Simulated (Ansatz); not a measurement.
## Pd: from a starting cell to a relaxed one

The start is a generated trial cell of Pd in the beta-Sn structure type. The cell and all atomic positions are relaxed at zero pressure with PBEsol (plane waves to 420 eV, PAW, scalar-relativistic; Ansatz, a first-principles code). The first steps use a coarse 14×14×14 k-mesh.

The start:
```
Pd
1.0
   -2.41929     2.41929     1.31999
    2.41929    -2.41929     1.31999
    2.41929     2.41929    -1.31999
Pd
2
Direct
  0.75000   0.25000   0.50000
  0.00000   0.00000   0.00000
```

Initial pressure: +6.5 GPa (positive: the cell is compressed)
Outcome: The space group stays I4₁/amd (No. 141) (the run could not lower it); the end is AFLOW prototype A_tI4_141_a (A5, as in Sn), with 2 atoms in the primitive cell
Energy released: 0.01 eV/atom
Volume change: +3.6 %, from 15.45 to 16.00 Å³/atom
Shortest distances (start → end): The closest pairs of elements (up to four, under 3.6 Å), start → end: Pd–Pd 2.51 → 2.55 Å
Band gap at the end: no gap (metallic)
Optimiser moves: 4

Final values are on a 20×20×20 k-mesh of the relaxed cell. No spin polarisation in the result.

The run could not lower the symmetry of its start; a shaken copy of this end point relaxes with PBEsol to Fm-3m (No. 225), 0.40 eV/atom lower.

The relaxed structure here is a generated cell of Pd: the first start was made by placing the elements on the sites of a structure type, and the end was not matched to a known phase here, so it may be hypothetical. Known forms of Pd include space group No. 225.
